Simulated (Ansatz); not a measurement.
**HfSiO4 — 179Hf nuclear quadrupole resonance**

Cell: an entry of the Crystallography Open Database (COD) whose atoms were relaxed with PBE, the cell held.

Space group I4_1/amd:1 (No. 141); a = 6.5725, c = 5.9632 Å.

| site | Wyckoff | site symmetry | x | y | z |
| --- | --- | --- | --- | --- | --- |
| Hf | 4a | -4m2 | 0.0000 | 0.5000 | 0.2500 |
| Si | 4b | -4m2 | 0.5000 | 0.0000 | 0.2500 |
| O | 16h | .m. | 0.5000 | 0.3147 | 0.8193 |

One atom of each set is listed; the run and its k-mesh use a cell of 12 atoms with edges of 5.52, 5.52, 5.52 Å.

Method: Kohn–Sham DFT in Ansatz, PBE, plane waves and PAW (field gradients read without the response of the frozen cores, which leaves them typically 4 to 6 % off), scalar-relativistic, 420 eV cutoff, Γ-centred 4×4×4 k-points, Fermi–Dirac smearing 0.02 eV.

179Hf: I = 9/2, Q = 3793 mb (year-2017 value). Static lattice, zero field.

Q: The simulated lines lie at 52.6, 105.2, 157.8, 210.4 MHz. What are |C_Q|, η and |V_zz| at Hf?

A: For I = 9/2 and η = 0 the lines are |C_Q|/24 times 1, 2, 3 and 4; η shifts the lowest up most. Here |C_Q| = 1263 MHz, η = 0.00 and |V_zz| = 13.77 × 10²¹ V/m². The calculation gives V_zz positive; the lines don't show the sign. The site has 8 O at 2.11–2.26 Å.

An axis of threefold or higher order runs through Hf, so V_zz lies along it and η is zero.

At this cell the PBE pressure is 7 GPa, so with PBE the cell would grow if it were relaxed. Without spin–orbit coupling the gradients at and beside Hf can be off by some per cent, at some sites by more.
